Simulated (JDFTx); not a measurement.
```yaml
surface: TiSi2(110), Si outermost, slab composition Ti4Si10
bulk: TiSi2, Cmcm, lattice of mp-1077503 (not re-optimised)
slab: 14 atoms in 14 planes, 1x1, 7.2 Å between the outermost planes
in-plane cell: 3.565 × 6.986 Å, 24.91 Å²
cell_height: 23.2 Å
sampling: 6×4×1 k mesh, Fermi smearing 0.01 Ha, no spin polarisation
```

Whether this polymorph is the ambient one wasn't checked. Neither spin polarisation nor a larger cell was tried.

Method: PBE, GBRV ultrasoft potentials, plane waves to 20/100 Ha, in a modified build of JDFTx. Vacuum. The outer atoms relax from bulk positions, keeping the cell's symmetry; the lattice is not PBE's own optimum in this code, and that strain can shift the moves by a few hundredths of an ångström. Input:

```
lattice \
  6.7371948877 0.0000000000 0.0000000000 \
  0.0000000000 13.2015274015 0.0000000000 \
  0.0000000000 0.0000000000 43.8416460913
coords-type Lattice
ion Si 0.2500000000 0.5093343330 -0.1558030500 1
ion Si 0.7500000000 0.2912089700 -0.1386510960 1
ion Si 0.2500000000 0.9316110540 -0.1103746650 0
ion Si 0.7500000000 0.9966115380 -0.0368524090 0
ion Si 0.2500000000 0.6370136220 -0.0085759770 0
ion Si 0.7500000000 0.4188882600 0.0085759770 0
ion Si 0.2500000000 0.0592903440 0.0368524090 0
ion Si 0.7500000000 0.1242908270 0.1103746650 0
ion Si 0.2500000000 0.7646929120 0.1386510960 1
ion Si 0.7500000000 0.5465675490 0.1558030500 1
ion Ti 0.7500000000 0.6571850080 -0.0887955920 0
ion Ti 0.2500000000 0.2710375850 -0.0584314810 0
ion Ti 0.7500000000 0.7848642970 0.0584314810 0
ion Ti 0.2500000000 0.3987168740 0.0887955920 0
ion-species pseudo/si_pbe_v1.upf
ion-species pseudo/ti_pbe_v1.4.upf
elec-cutoff 20 100
elec-ex-corr gga-PBE
coulomb-interaction Slab 001
coulomb-truncation-embed 0 0 0
kpoint-folding 6 4 1
elec-smearing Fermi 0.01
lcao-params 10
elec-n-bands 63
electronic-scf nIterations 100 energyDiffThreshold 1e-07
ionic-minimize nIterations 10 energyDiffThreshold 1e-5 knormThreshold 4e-4
dump-name vac.$VAR
dump End State Ecomponents EigStats BandEigs Forces ElecDensity IonicPositions Fillings Kpoints Dtot
```

Q: How far do the free atoms of the upper face move along the normal, and how much energy is released?

A: Si (atom 10) 0.08 Å, Si (atom 9) 0.16 Å (positive: outward). The free energy falls by 0.301 eV per cell, 97 mJ/m².
